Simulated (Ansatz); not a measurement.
Sb:
```cif
data_Sb6
_chemical_formula_sum 'Sb6'
_space_group_name_H-M_alt 'R-3m :H'
_space_group_IT_number 166
_space_group_name_Hall '-R 3 2"'
_cell_length_a 4.32818
_cell_length_b 4.32818
_cell_length_c 11.39835
_cell_angle_alpha 90.000
_cell_angle_beta 90.000
_cell_angle_gamma 120.000
loop_
_atom_site_label
_atom_site_type_symbol
_atom_site_symmetry_multiplicity
_atom_site_Wyckoff_symbol
_atom_site_fract_x
_atom_site_fract_y
_atom_site_fract_z
_atom_site_occupancy
Sb1 Sb 6 c 0.00000 0.00000 0.23268 1
```
(The calculation used a cell of 2 atoms; values per cell refer to that cell.)

Relaxed with r²SCAN+D4.

Task: Which orbitals make up the states near the Fermi level in DFT-r²SCAN+D4 in the program Ansatz with PAW potentials?

Result: Within 0.5 eV of the Fermi level: Sb 5p 81 %, Sb 5s 15 %. Projections are on Löwdin-orthogonalised atomic valence shells; empty p or d shells of many metals are not among them.

Task: Tabulate the density of states.

Result: States/eV per cell of 2 atoms, in 0.25 eV bins, energy from the Fermi level.

```tsv
E (eV)	total	Sb 5p	Sb 5s
-7.85	0.40	0.09	0.30
-7.60	0.32	0.07	0.24
-7.35	0.26	0.06	0.20
-7.10	0.21	0.05	0.16
-6.85	0.17	0.04	0.13
-6.60	0.13	0.03	0.10
-6.35	0.10	0.02	0.08
-6.10	0.08	0.02	0.06
-5.85	0.06	0.01	0.05
-5.60	0.54	0.48	0.06
-5.35	0.78	0.73	0.05
-5.10	0.80	0.76	0.03
-4.85	0.82	0.79	0.03
-4.60	0.92	0.88	0.04
-4.35	1.05	0.99	0.05
-4.10	1.25	1.19	0.05
-3.85	1.51	1.43	0.06
-3.60	1.50	1.41	0.07
-3.35	1.47	1.38	0.08
-3.10	1.48	1.38	0.09
-2.85	1.47	1.36	0.09
-2.60	1.50	1.38	0.10
-2.35	1.49	1.36	0.11
-2.10	1.59	1.44	0.12
-1.85	1.30	1.16	0.12
-1.60	1.07	0.93	0.12
-1.35	1.10	0.93	0.14
-1.10	0.90	0.75	0.12
-0.85	0.71	0.59	0.11
-0.60	0.48	0.40	0.08
-0.35	0.31	0.24	0.06
-0.10	0.05	0.04	0.01
0.15	0.21	0.17	0.04
0.40	0.98	0.80	0.13
0.65	1.61	1.34	0.20
0.90	1.54	1.30	0.18
1.15	1.28	1.09	0.13
1.40	1.19	1.02	0.12
1.65	1.24	1.04	0.11
1.90	1.57	1.20	0.11
2.15	1.92	1.40	0.11
2.40	1.40	1.10	0.08
2.65	1.10	0.94	0.06
2.90	1.10	0.93	0.05
3.15	1.23	0.99	0.04
3.40	1.41	1.02	0.04
3.65	1.24	0.90	0.04
3.90	0.95	0.71	0.03
4.15	0.84	0.61	0.02
4.40	1.19	0.63	0.02
4.65	1.56	0.66	0.02
```

The cell was relaxed with r²SCAN+D4 under the symmetry of its start. Scalar-relativistic: spin–orbit coupling is off unless named, which matters more the heavier the elements.

Potentials: the later of the program's two PAW sets.
